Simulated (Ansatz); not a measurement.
Relaxed W (bcc, W type):

```xyz
2
Lattice="-3.1835 3.1835 3.1835 0.0000 0.0000 3.1835 0.0000 3.1835 0.0000" Properties=species:S:1:pos:R:3 pbc="T T T"
W      0.0000     0.0000     0.0000
W     -1.5918     1.5918     1.5918
```

The atoms are displaced by Q × the pattern below (from a DFPT mode at H = (0.5, 0.5, 0.5), largest move 1; Q in Å), at fixed cell. It is one choice among 3 degenerate patterns. (q is in reciprocal vectors of the primitive cell; the cell shown is doubled to hold the pattern.)

```tsv
atom	x	y	z
W1	0.000	0.000	-1.000
W2	0.000	0.000	1.000
```

Computed with PBE (plane waves to 420 eV, PAW, scalar-relativistic; Ansatz, an electronic-structure program). k mesh 20×20×20 (Γ-centred), Fermi-Dirac smearing 0.05 eV. The energy includes the smearing's −TS. With partly filled bands, energies and forces of such displacements shift with the k mesh and the smearing. Spin-orbit coupling is left out, though W is heavy. W is run without spin polarisation. W was relaxed with its symmetry unable to fall. The zero of ΔE is the undisplaced structure.

Give the computed ΔE (meV/cell) at Q (Å) = -0.083, -0.050, 0.033, 0.050, 0.100.


| Q (Å) | ΔE (meV/cell) |
|---|---|
| -0.083 | 141 |
| -0.050 | 51 |
| 0.033 | 22 |
| 0.050 | 51 |
| 0.100 | 203 |

(For displaced atoms, the force is minus the slope of the energy, and its curvature is a force constant, which sets phonon frequencies.)
